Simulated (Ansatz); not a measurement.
Consider the following.

ZrSi$_{2}$:
```
ZrSi2
1.0
    1.84500    -7.43193     0.00000
    1.84500     7.43193     0.00000
    0.00000     0.00000     3.66473
Si Zr
4 2
Cartesian
  1.84500  -6.66298   2.74854
  1.84500   6.66298   0.91618
  1.84500   3.71915   2.74854
  1.84500  -3.71915   0.91618
  1.84500  -1.57336   2.74854
  1.84500   1.57336   0.91618
```

This is the r²SCAN-relaxed structure.

All from the program Ansatz at the r²SCAN level (PAW), unless another level is named. Predict the electronic character.

metallic (no gap).

What about the formation energy from the elements (no fitted shifts)?

-0.66 eV/atom.

Next, the density of states at the Fermi level?

0.20 states/eV per atom (mean over ±0.08 eV).

Space group Cmcm. The r²SCAN relaxation kept the symmetry of its start. The run is not spin-polarised. The references are the lowest solids computed at this level, not always the standard phases. Spin–orbit coupling is left out wherever it is not named.

Potentials: the later of the program's two PAW sets.
